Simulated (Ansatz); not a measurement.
Consider the following.

PtSe$_{2}$:
```
CELL_PARAMETERS angstrom
      3.71712     0.00000     0.00000
     -1.85856     3.21912     0.00000
      0.00000     0.00000     5.82925
ATOMIC_POSITIONS crystal
  Pt 0.00000 0.00000 0.00000
  Se 0.66667 0.33333 0.77503
  Se 0.33333 0.66667 0.22497
```

This is the r²SCAN-relaxed structure. x, y and z are the axes in which the lattice vectors are written.

### Question
All from r²SCAN (plane waves, PAW; program Ansatz), unless another level is named. Predict the smallest direct gap on the standard path.

### Answer
0.87 eV.

### Question
And the band gap?

### Answer
0.55 eV (indirect).

### Question
Next, the formation energy from the elements (no fitted shifts)?

### Answer
-460 meV/atom.

### Question
Give the valence-band maximum.

### Answer
off the standard path, at k = (-0.120, 0.120, -0.055).

### Question
What about the conduction-band minimum?

### Answer
off the standard path, at k = (0.000, 0.267, 0.315).

Space group P-3m1 (CdI2 type). The cell was relaxed with r²SCAN under the symmetry of its start. The run is not spin-polarised. A crystal of weakly bound layers computed without a dispersion correction: the cell and the soft elastic constants depend strongly on that. The references are the lowest solids computed at this level, not always the standard phases. Scalar-relativistic: spin–orbit coupling is off unless named, which matters more the heavier the elements.

Potentials: the later of the program's two PAW sets.
